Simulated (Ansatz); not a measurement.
input.yaml (Ansatz)

```yaml
crystal:
  lattice:
    - [2.491755966, 0.0, 0.0]
    - [-1.245877983, 2.1579239666, 0.0]
    - [0.0, 0.0, 8.138074985]
  atoms:
    - { symbol: Ni, position: [0.0, 0.0, 0.0], spin: 0.8 }
    - { symbol: Ni, position: [0.0, 0.0, 0.5], spin: 0.8 }
    - { symbol: Ni, position: [0.3333333333, 0.6666666667, 0.25], spin: 0.8 }
    - { symbol: Ni, position: [0.6666666667, 0.3333333333, 0.75], spin: 0.8 }
hamiltonian:
  xc: r2scan
  pseudopotentials:
    kind: paw
    azcp:
      Ni: "pseudopotentials/Ni.paw.azcp"
basis:
  ecutwfc: 500
  fft_grid_basis: typed
kpoints:
  mp_grid: { grid: [14, 14, 4], shift: [0, 0, 0] }
magnetization:
  spin_polarized: true
scf:
  occupations: { method: fermi_dirac, width: 0.05 }
relax:
  max_steps: 60
  f_tol: 0.01
  cell: {}
```

and its output:

```
Engine: ansatz 0.2.0, x86_64-unknown-linux-gnu
Pseudopotentials: kind: paw
Pseudopotential: Ni, paw, valence charge 18, recommended cutoff 500 eV (meta_gga) 
Functional definition: r2SCAN
  parameter k0 = 0.174
  parameter k1 = 0.065
  parameter a1 = 4.9479
  exchange = r2scan_x(k0 = k0, k1 = k1, a1 = a1)
  correlation = r2scan_c
Crystal: 4 atoms, lattice volume = 43.759 Å³
Basis set: ecut = 500 eV, 1103 PW (Γ), exchange–correlation on 80×80×240 points (64 copies of the dense FFT grid, shifted against one another)
Bands: 46, of which v1, the nominal top of the filled ones, is band 36 counted from 1 (35 counted from 0)
Symmetry: 24 space group operations
Space group: P63/mmc (ITA 194), of the structure as read, at distance tolerance 3.5e-5 Å
Magnetic group: BNS 194.263 (UNI 1493), of the structure as read, at distance tolerance 3.5e-5 Å
k-points: 72 of 784
Non-local potential: Ni, projectors of the file, l = 0: 3, l = 1: 2, l = 2: 3, l = 3: 1
PAW form: soft (Blöchl's): semilocal exchange-correlation on the pseudo side does not see the compensation charge
PAW frozen core: Ni, regenerated for the run's functional (the file was generated under x = pbe(κ = 0.804, μ = 0.2195149727645171), c = pbe(β = 0.06672455060314922))
PAW one-centre angular grid: Ni, 590 points (default); XC on 160 Gauss nodes
Initial density: superposition of atomic densities (chi_scale 0.1, normalization cell)
Starting moments: Σ|m| = 3.2 μB on 4 of 4 sites
Initial wavefunctions: pseudopotential atomic-orbital guess
Functional: x = r2scan, c = r2scan; τ floored in thin density (d = 2e-4 eV/Å³)
iter 1 solved again at ethr=1.45e-3 eV; its pass at ethr=3.10e-3 eV (dr2=1.05e0 eV) is discarded
SCF iter   1: F=—  HF=-23377.696939 eV  |F-HF|=—  |Δ(HF+E_count)|=         —  Δρ=6.26e-2 (↑1.49e-2 ↓6.26e-2)  dr2=8.68e-1  dr2_τ=1.81e-2  dr2_m=5.24e-1  M=3.390 μB ∫|m|=3.695 μB  β_m=1.00  ethr=1.45e-3  ⟨swp⟩=3.9  Hψ=36407  notcnv=0
Mixer restart at iter 1: flushing history
spin=Collinear: Kerker preconditioning applied to the charge; magnetization (m = ρ↑ − ρ↓) channel mixes plain (no charge-response kernel on spin).
SCF iter   2: F=—  HF=-23377.309342 eV  |F-HF|=—  |Δ(HF+E_count)|=   3.88e-1  Δρ=1.38e-2 (↑1.20e-2 ↓1.38e-2)  dr2=6.09e-2  dr2_τ=1.97e-3  dr2_m=4.24e-3  M=3.277 μB ∫|m|=3.765 μB  β_m=1.00  ethr=1.21e-3  ⟨swp⟩=4.9  Hψ=14723  notcnv=0  defer=27  κ⁻¹=1.0e0(r=1)
...
SCF iter  18: F=-23381.115332 eV  HF=-23381.115332 eV  |F-HF|=2.55e-11  |Δ(HF+E_count)|=  3.27e-11  Δρ=2.43e-7 (↑5.47e-8 ↓2.43e-7)  dr2=3.21e-11  dr2_τ=6.32e-14  dr2_m=3.72e-12  M=3.025 μB ∫|m|=3.682 μB  ethr=1.00e-12  ⟨swp⟩=4.0  Hψ=26922  notcnv=0
SCF 7 converged in 18 iterations: F = -23381.115332 eV  dr2 = 3.21e-11
relax step   7: F+E_penalty+E_count = -23381.11533207 eV  Δ(F+E_penalty+E_count) = +2.696e-5 eV  max|allowed force component| = 4.626e-17 eV/Å  Δτ_max = 0.0000 Å  P = -0.001 GPa  Ω = 42.200 Å³  stress off target by 2.73e-3 GPa  SCF on the basis re-selected at this cell (its energy is not comparable with the rows above)  (18 SCF iters)
basis re-selected at this cell: Δ(F+E_penalty+E_count) = +2.696e-5 eV, ΔP = -0.001 GPa vs the last step (what re-selecting the basis moved, of the pressure what is left beyond the Pulay correction that the steps carried, after the strain that the cell walked since its last selection, with what the two solves' SCF thresholds leave and, on support functions, any second-order correction that the steps lacked; it is no measure of the basis error at this ecutwfc). This SCF's stress stands 2.73e-3 GPa from its target on what of the cell is left free (relax.cell.stress_tol is 5.00e-2 GPa) and its largest allowed force component is 4.63e-17 eV/Å (relax.f_tol is 1.00e-2 eV/Å): within both
SCF converged after 18 iterations
Stability not checked: this state was not tested for a lower state beside it, because the mixer in use, unlike msr1, does not test its closes by its own steps (another_mixer; see scf.mixing.algorithm and scf.lower_state_search)
Magnetization: 3.0249 μB (37.5124 up, 34.4876 down)
Absolute magnetization: 3.6862 μB (∫|ρ↑−ρ↓|, with the PAW one-centre terms)
Spin contamination: 0.0860 ħ² per cell (⟨S²⟩ above its minimum at these occupations)
Per-site moments (μB) at R_I (Å): [(0.8368394874391228, 1.0140979429372536), (0.8368394874391235, 1.0140979429372536), (0.8089050764703625, 1.0140979429372536), (0.8089050764703627, 1.0140979429372536)]
Free energy (F): -23381.115332 eV
Harris-Foulkes:  -23381.115332 eV  (|F-HF|=2.55e-11)
Internal energy: -23381.070707 eV  (E = F + TS)
E sigma→0 (E₀):  -23381.093020 eV
Entropy (-TS):   -0.044625 eV (-11.156 meV/atom)
Fermi energy:    18.804881 eV
--- Per-component energies (eV) ---
  E_band       = -1196.247363
  E_kinetic    = 1128.597534
  E_local      = -13567.906034  (includes V_loc(G=0)·N_el)
  E_nonlocal   = 2560.347915
  E_hartree    = 5678.035643
  E_xc         = -315.738458
  E_vxc        = -468.799906  (∫ρ·V_xc dr)
  E_paw        = -6575.487320  (= ΣΔE_a)
  E_vpaw       = -2239.333711  (= ΣTr[D̂ρ^β])
  E_aug_tail   = 0.000953  (compensation charges beyond the density's cutoff)
  E_vtau       = 34.774874  (kinetic-family band-sum trace: ∫τ·v_τ [+ j·A + Jᵃ·Aᵃ] dr)
  E_ewald      = -12287.720666
  E_core_change = -1.200274  (= ΣΔE_core)
  E_smearing   = -0.044625  (= −TS)
  E_closure    = -0.000000  (closes the sum)
  Σ components = -23381.115332   (vs F -23381.115332, Δ=0.00e0)
--- Forces (eV/Å), atoms counted from 1 ---
  atom   1  Ni    -0.00000000     0.00000000     0.00000000
  atom   2  Ni     0.00000000     0.00000000     0.00000000
  atom   3  Ni     0.00000000    -0.00000000    -0.00000000
  atom   4  Ni    -0.00000000     0.00000000     0.00000000
  max |Σ_I F_I| component: 2.31e-18 eV/Å
--- Stress (GPa, compression-positive) ---
       -0.000802       0.000000      -0.000000
        0.000000      -0.000802       0.000000
       -0.000000       0.000000      -0.002730
  P = ⅓ Tr σ = -0.0014 GPa (-0.014 kbar)
--- Relaxed structure (5 steps of the walk, 5 accepted, 2 SCFs on fresh bases) ---
  F+E_penalty+E_count = -23381.11533207 eV   max|allowed force component| = 4.626e-17 eV/Å   (the final SCF, on the basis selected at the relaxed cell)
  cell:  # Å, volume = 42.2005 Å³
    - [2.458419255605463, 0.0, 0.0]
    - [-1.2292096278027316, 2.12905352850716, 0.0]
    - [0.0, 0.0, 8.062599089711371]
  atoms:
    - { symbol: Ni, position: [1.3397113777115382e-35, -9.529211792778662e-36, -9.367660915614936e-36] }
    - { symbol: Ni, position: [2.828328730115786e-35, 1.7431484986790232e-35, 0.5000000000000001] }
    - { symbol: Ni, position: [0.33333333333333337, 0.6666666666666669, 0.25000000000000006] }
    - { symbol: Ni, position: [0.6666666666666667, 0.33333333333333337, 0.7500000000000002] }
```

Command:

```sh
ansatz run input.yaml --threads 1 --pin off --max-ram 3584MiB --backend cpu --events-out ev --progress --plain --runs-dir out
```

On 1 thread of Intel(R) Xeon(R) Platinum 8259CL CPU @ 2.50GHz (Skylake/Cascade Lake) (shared host) this took about 540 s of wall time and 540 s of CPU time.
